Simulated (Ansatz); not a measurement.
Input:

SiC:
```yaml
crystal:
  lattice:
    - [3.05924, 0.00000, 0.00000]
    - [-1.52962, 2.64938, 0.00000]
    - [0.00000, 0.00000, 7.01655]
  atoms:
    - { symbol: Si, position: [0.50000, 0.00000, 0.50000] }
    - { symbol: Si, position: [0.00000, 0.50000, 0.16667] }
    - { symbol: Si, position: [0.50000, 0.50000, 0.83333] }
    - { symbol: C, position: [0.50000, 0.00000, 0.00000] }
    - { symbol: C, position: [0.00000, 0.50000, 0.66667] }
    - { symbol: C, position: [0.50000, 0.50000, 0.33333] }
```

This is the HSE06-relaxed structure.

Q: All from plane-wave PAW HSE06 (Ansatz code), unless another level is named. Give the smallest direct gap on the standard path.

A: 4.03 eV.

Q: Predict the band gap.

A: 1.63 eV (indirect).

Q: Next, the conduction-band minimum?

A: at M (3 equivalent valleys).

Q: And the valence-band maximum?

A: at Γ.

Space group P6_222. The cell is a constructed one: a structure type filled with these elements; neither database checked (COD, Materials Project) lists it. It is not the phase usual at ambient conditions (space group No. 186, 216). Symmetry was held in the HSE06 relaxation; whether a distortion lowers the energy is not shown. The hybrid was solved on a coarse mesh, the path and, where they were found, the r²SCAN edge points; its band edges are the extreme levels among these.

Potentials: the later of the program's two PAW sets.
